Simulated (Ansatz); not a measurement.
SnO2:
```
CELL_PARAMETERS angstrom
      4.75989     0.00000     0.00000
      0.00000     4.75989     0.00000
      0.00000     0.00000     3.20084
ATOMIC_POSITIONS crystal
  Sn 0.00000 0.00000 0.00000
  Sn 0.50000 0.50000 0.50000
  O  0.30591 0.30591 0.00000
  O  0.80591 0.19409 0.50000
  O  0.19409 0.80591 0.50000
  O  0.69409 0.69409 0.00000
```

The program Ansatz at the r²SCAN level (PAW) gives a gap of 1.77 eV without spin–orbit coupling, maximum at Γ, minimum at Γ.

Q: What happens when spin–orbit coupling is switched on?

A: The gap is nearly the same, to 1.77 eV; maximum at Γ, minimum at Γ.

Q: Give the electron effective mass with spin–orbit coupling.

A: 0.19, 0.23, 0.23 mₑ (principal values).

Q: Give the hole effective mass with spin–orbit coupling.

A: 1.3, 1.3, 1.7 mₑ (principal values).

Space group P4_2/mnm (rutile). Symmetry was held in the r²SCAN relaxation; of distortions, only those at the zone centre were tested.

Potentials: the later of the program's two PAW sets.
